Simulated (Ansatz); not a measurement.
Values for one crystal, relaxed and computed with r²SCAN+D4 in the plane-wave PAW code Ansatz; other levels are named.

* **Volume per atom**: 43.76 Å³
* **Band gap**: 4.03 eV (indirect)
* **Electron effective mass**: 0.41, 0.69, 1.8 mₑ (principal values)
* **Formation energy from the elements (no fitted shifts)**: -1.91 eV/atom
* **Smallest direct gap on the standard path**: 4.08 eV
* **Conduction-band minimum**: at D (k = 0.000, 0.500, 0.500)
* **Hole effective mass**: 0.35, 2.2, 2.2 mₑ (principal values)

Question: Which of these materials gives this?
(A) CuI, P4/nmm (Cu on 2a, I on 2c)
(B) HgIBr, Cmc2_1 (Hg on 4a, I on 4a, Br on 4a)
(C) SrCaI4, P2/m (Sr on 1a, Ca on 1f, I on 2m, I on 2n)
(D) HgI2, Cmc2_1 (Hg on 4a, I on 4a, I on 4a)

Answer: C, SrCaI4, P2/m (Sr on 1a, Ca on 1f, I on 2m, I on 2n)

The workflow started from a Materials Project entry (that database holds measured and hypothetical structures alike); the Crystallography Open Database copy checked does not list it. With Sr and Ca taken as one species the cell has the higher symmetry P-3m1, so it may be an ordered model of a mixed-site phase. Its standing as an ambient phase is unchecked. Symmetry was held in the r²SCAN+D4 relaxation; whether a distortion lowers the energy is not shown. The references are the lowest solids computed at this level, not always the standard phases. Spin–orbit coupling is left out wherever it is not named.

Potentials: the later of the program's two PAW sets.
